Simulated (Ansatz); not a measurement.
A geometry of ZnSnP$_{2}$ away from equilibrium: step 2 of the relaxation of a relaxed ZnSnP2 cell displaced along its unstable phonon at q = (½, ½, 0) of its primitive reciprocal cell (136i cm⁻¹), largest move 0.15 Å. Computed with PBEsol (plane waves to 420 eV, PAW, scalar-relativistic; Ansatz, a first-principles code). Γ-centred k-mesh 6×6×12 on the run's cell (coarser than for final values), Fermi–Dirac smearing 0.05 eV.

```xyz
8
Lattice="10.5335 0.0000 0.0000 5.2667 5.2667 0.0000 0.0000 0.0000 2.7133" Properties=species:S:1:pos:R:3:forces:R:3 pbc="T T T" free_energy=-21419.418 pressure_GPa=-0.4
Zn    13.1668     2.6334     1.3566    0.0000    0.0000    0.0000
Zn     7.9001     2.6334     1.3566    0.0000    0.0000    0.0000
Sn     0.0000     0.0000     0.0000    0.0000    0.0000    0.0000
Sn     5.2667     0.0000     0.0000    0.0000    0.0000    0.0000
P     10.8051     2.6334     0.0000    0.6712    0.0000    0.0000
P      4.9951     2.6334     0.0000   -0.6712    0.0000    0.0000
P      2.6334    -0.2717     0.0000    0.0000   -0.6712    0.0000
P      7.9001     0.2717     0.0000    0.0000    0.6712    0.0000
```

Positions in Å, forces in eV/Å, free energy of the cell in eV (comparable only within this code, potentials and settings). Largest force: 0.67 eV/Å, on P5, P6, P7, P8 (atoms numbered as listed); the geometry lies 0.10 eV/atom above the end of its relaxation.

No spin polarisation in the result.

The run could not lose the symmetry of its start, so the end can be a saddle point.

The end of the path is a generated cell of ZnSnP2: the first start was made by placing the elements on the sites of a structure type, and the end was not matched to a known phase here, so it may be hypothetical.
